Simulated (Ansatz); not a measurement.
# 7 guesses for Si4O and where they end

Level of theory: DFT PBE, scalar-relativistic, plane waves, PAW (Ansatz 0.2.0). Settings: cutoff 420 eV, Γ-centred meshes spaced at most about 0.3 Å⁻¹, and about 0.25 Å⁻¹ or finer for metals (2π included), Gaussian smearing. No spin polarisation in the final relaxations.

Each guess was relaxed in cell and atoms at zero pressure, within the symmetry of its start. All energies are static (0 K, no zero-point motion). Coordination counts Si atoms around O (those within 1.25 times the shortest such distance or 1.15 times the sum of covalent radii, 1.27 where that leaves under three; the shortest distance is added where it exceeds 1.18 times the sum of covalent radii).

| guess | made from | start group | V start (Å³/atom) | end group | V end (Å³/atom) | coordination at the end | gap on mesh (eV) | E over the lowest end (meV/atom) |
| --- | --- | --- | --- | --- | --- | --- | --- | --- |
| 1 | random cell | P4/m | 14.8 | P4/m | 13.5 | O 8 from 2.4 Å | 0 | 238 |
| 2 | Co4H type | P-3m1 | 12.5 | P-3m1 | 13.0 | O 6 from 2.2 Å | 0 | 130 |
| 3 | PbF4 type | I4/mmm | 13.1 | I4/mmm | 15.1 | O 4 | 0 | 0 |
| 4 | GeF4 type | I-43m | 17.6 | I-43m | 15.2 | O 4 | 0 | 310 |
| 5 | random cell | Pmmm | 15.9 | ? | ? | ? | ? | ? |
| 6 | random cell | P6/mmm | 16.1 | P6/mmm | 16.8 | O 2 | 0 | 548 |
| 7 | Ni4N type | Pm-3m | 14.2 | Pm-3m | 14.6 | O 6 | 0 | 336 |

Guess 5 as it starts:

```cif
data_structure
_symmetry_space_group_name_H-M 'Pmmm'
_symmetry_Int_Tables_number 47
_cell_length_a 3.7692
_cell_length_b 3.9711
_cell_length_c 5.3232
_cell_angle_alpha 90.000
_cell_angle_beta 90.000
_cell_angle_gamma 90.000
_cell_volume 79.68
loop_
_atom_site_label
_atom_site_type_symbol
_atom_site_symmetry_multiplicity
_atom_site_Wyckoff_symbol
_atom_site_fract_x
_atom_site_fract_y
_atom_site_fract_z
_atom_site_occupancy
Si1 Si 2 o 0.50000 0.19859 0.00000 1
Si2 Si 2 r 0.00000 0.50000 0.69787 1
O1 O 1 a 0.00000 0.00000 0.00000 1
```

Q: Predict the end of this guess and its energy over the lowest end.

A: It ends in space group Pmmm (No. 47), with a = 2.685 Å, b = 5.580 Å, c = 6.084 Å, 18.2 Å³/atom and no gap; its coordination is O 4. It lies 59 meV/atom over the lowest end, above guess 3 and below guess 2. Counting Si atoms around O, this end and the lowest (guess 3) both have O 4. This end and the lowest (guess 3) both hold Si–Si nets.

```
Si O
1.0
     2.68475    0.00000    0.00000
     0.00000    5.58042    0.00000
     0.00000    0.00000    6.08409
Si O
4 1
Cartesian
  1.3424 0.0000 4.5555
  1.3424 0.0000 1.5286
  0.0000 1.5623 3.0420
  0.0000 4.0181 3.0420
  0.0000 0.0000 0.0000
```

The zero of energy is the elements' standard structures at the same level (O₂ as a molecule); no fitted shifts are applied.

Q: Is the lowest end bound against the elements?

A: Too close to call: its formation energy is +0.03 eV/atom. The formation energy is too near zero to say whether this cell lies below the elements.

No dispersion correction is applied, so the spacing and binding between layers, chains or molecules are poorly described (I4/mmm, P-3m1, P6/mmm), and this can change margins and order among such cells. Cells relaxed within their symmetry can be saddle points. A lower structure may well exist outside this small set. Some structure types and database cells were kept out of the candidates from the start, so a known form may be missing.
